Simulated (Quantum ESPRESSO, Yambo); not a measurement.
# Quasiparticle gap of RbCl at +1 % biaxial strain

```
RbCl
1.0
    3.92494     0.00000     0.00000
    0.00000     3.92494     0.00000
    0.00000     0.00000     3.87330
Cl Rb
1 1
Direct
  0.50000   0.50000   0.50000
  0.00000   0.00000   0.00000
```

The PBEsol cell relaxed from Materials Project entry mp-23299 was given a biaxial strain of +1 % along x and y, z relaxed, and the atoms were relaxed again.

Starting point: norm-conserving PBEsol (Quantum ESPRESSO, 58 Ry, no spin-orbit coupling). G0W0 in Yambo: 4×4×4 Γ-centred k mesh, 135 bands and a 10 Ry block in the screening, 135 bands in G with the Bruneval-Gonze terminator, plasmon pole fitted at 27.2 eV.

- PBEsol gap along the band path = 4.83 eV
- PBEsol gap between the mesh's edge points (M → Γ) = 4.83 eV
- G0W0 gap between the same points = 7.74 eV
- PBEsol smallest direct gap on the mesh (at Γ) = 4.92 eV
- G0W0 direct gap at that point = 7.83 eV

| k point | band | E PBEsol (eV) | E QP (eV) | shift (eV) | Z |
|---|---|---|---|---|---|
| Γ | VB | -0.09 | -2.17 | -2.08 | 0.81 |
| Γ | CB | 4.83 | 5.66 | 0.83 | 0.87 |
| M | VB | 0.00 | -2.08 | -2.08 | 0.81 |
| M | CB | 6.01 | 7.03 | 1.02 | 0.87 |
| A | VB | -1.33 | -3.41 | -2.08 | 0.79 |
| A | CB | 9.53 | 10.51 | 0.99 | 0.78 |

Energies count from the PBEsol valence-band maximum.

Convergence of the G0W0 settings was not tested.

This is not the ordinary phase of the substance.
